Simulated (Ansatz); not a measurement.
MgIn$_{2}$O$_{4}$ in space group I-4 (No. 82; In on 2b, In on 2d, Mg on 2a, O on 8g), PBEsol in the plane-wave PAW code Ansatz, all energies at zero smearing, with the estimated change up to a 700 eV cutoff added, with one set of potentials and settings (totals compare only within such a set). Cell of 7 atoms (2 In, 1 Mg, 4 O): -15208.026 eV.

| element | reference phase | E (eV/atom) |
|---|---|---|
| In | I4/mmm, 1 atoms in the cell | -5525.4724 |
| Mg | P6_3/mmc, 2 atoms in the cell | -1912.0525 |
| O | C2/m, 4 atoms in the cell, spin-polarised | -558.3609 |

Formation energy per atom, worked out: (-15208.026 − 2×(-5525.4724) − 1×(-1912.0525) − 4×(-558.3609))/7 = -1.655 eV/atom (-160 kJ per mol of atoms), at 0 K, without zero-point energy or fitted corrections.

A made-up cell: these elements were put on the sites of a structure type; neither database checked (COD, Materials Project) lists it. Its standing as an ambient phase is unchecked. Symmetry was held in the PBEsol relaxation. At this level the phase is mechanically unstable. The references are the lowest solids computed at this level, not always the standard phases (solids in place of the gases).

Potentials: the earlier of the program's two PAW sets. The files were generated under PBE; for other functionals the program regenerates the frozen cores, and for LDA and PBEsol the local potential too.
